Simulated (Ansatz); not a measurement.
Elements on the sites of an ideal hcp lattice, at a guessed lattice constant:

```xyz
20
Lattice="4.2125 -2.4321 -4.4933 4.2125 -2.4321 4.4933 -1.4042 -7.2963 0.0000" Properties=species:S:1:pos:R:3 pbc="T T T"
Rh    5.6167   -8.1070    1.1233
Rh    7.0209   -5.6749    1.1233
Rh    7.0208   -4.0535   -1.1233
Pd    2.8084   -8.1070   -3.3700
Pt    1.4042   -5.6749    1.1233
Pt    4.2125   -5.6749   -3.3700
Pt    4.2125   -5.6749    1.1233
Pt    2.8084   -3.2428    1.1233
Pt    1.4042   -0.8107    1.1233
Pt    5.6167   -3.2428    1.1233
Pt    2.8084   -8.1070    1.1233
Pt    2.8083   -6.4856    3.3700
Pt    5.6166   -6.4856   -1.1233
Pt    2.8083   -6.4856   -1.1233
Pt    1.4041   -4.0535   -1.1233
Pt    4.2125   -4.0535    3.3700
Pt    4.2125   -8.9176   -1.1233
Pt    4.2125   -4.0535   -1.1233
Pt    2.8083   -1.6214   -1.1233
Pt    0.0000   -6.4856   -1.1233
```

Cell and atoms were relaxed without symmetry on coarser meshes and computed once more. These are results of DFT r2SCAN, scalar-relativistic, plane waves, PAW in Ansatz, not measurements.

Cutoff 500 eV; k points 4×4×4 on the computed 20-atom cell (Γ-centred); Gaussian smearing, width 0.10 eV; no spin polarisation.

The relaxation ran on 2×2×2 (shifted) k points with a smearing of 0.1 eV, from sites shaken by 0.02 Å.

**Question.** What does the relaxation give?

**Answer.** A volume of 15.13 Å³/atom and no gap on the mesh. The atoms leave their sites by 0.39 Å (root mean square) and 0.43 Å at most, and the cell stretches by up to 13.2 % at fixed volume, so the lattice hasn't survived.

```yaml
crystal:
  lattice:
    - [3.69534, -2.15454, -4.15939]
    - [4.55587, -2.63965, 5.22871]
    - [-1.33965, -7.12970, 0.25940]
  atoms:
    - { symbol: Rh, position: [0.60326, 0.85031, 0.59571] }
    - { symbol: Rh, position: [0.70191, 0.94833, 0.20628] }
    - { symbol: Rh, position: [0.99593, 0.74989, 0.00198] }
    - { symbol: Pd, position: [0.79947, 0.04809, 0.80336] }
    - { symbol: Pt, position: [0.10132, 0.35086, 0.60096] }
    - { symbol: Pt, position: [0.89805, 0.14720, 0.40027] }
    - { symbol: Pt, position: [0.40604, 0.65513, 0.39836] }
    - { symbol: Pt, position: [0.20030, 0.45337, 0.20077] }
    - { symbol: Pt, position: [0.99790, 0.24974, 0.00064] }
    - { symbol: Pt, position: [0.50594, 0.75514, 0.99695] }
    - { symbol: Pt, position: [0.30410, 0.55516, 0.80115] }
    - { symbol: Pt, position: [0.09753, 0.84838, 0.60441] }
    - { symbol: Pt, position: [0.90055, 0.65344, 0.39655] }
    - { symbol: Pt, position: [0.60027, 0.35026, 0.60033] }
    - { symbol: Pt, position: [0.39895, 0.14531, 0.40101] }
    - { symbol: Pt, position: [0.19792, 0.94757, 0.19736] }
    - { symbol: Pt, position: [0.79991, 0.55257, 0.80005] }
    - { symbol: Pt, position: [0.70017, 0.45066, 0.20034] }
    - { symbol: Pt, position: [0.49973, 0.24715, 0.00200] }
    - { symbol: Pt, position: [0.29946, 0.04652, 0.79873] }
```

The final mesh leaves forces up to 0.16 eV/Å and stresses up to 2.0 GPa: the relaxation ran on a coarser mesh, so the cell's shape, its bonds and its energy belong partly to that mesh.

The k mesh is coarse. Spin-orbit coupling is left out, which matters for the bands of heavy elements. Spin polarisation was left out, and a magnetic state may lie lower.

Cost: 2 runs of about 36 core-minutes in all (earlier runs that led there not counted), on Intel Xeon Platinum 8559C (Emerald Rapids) (shared hosts).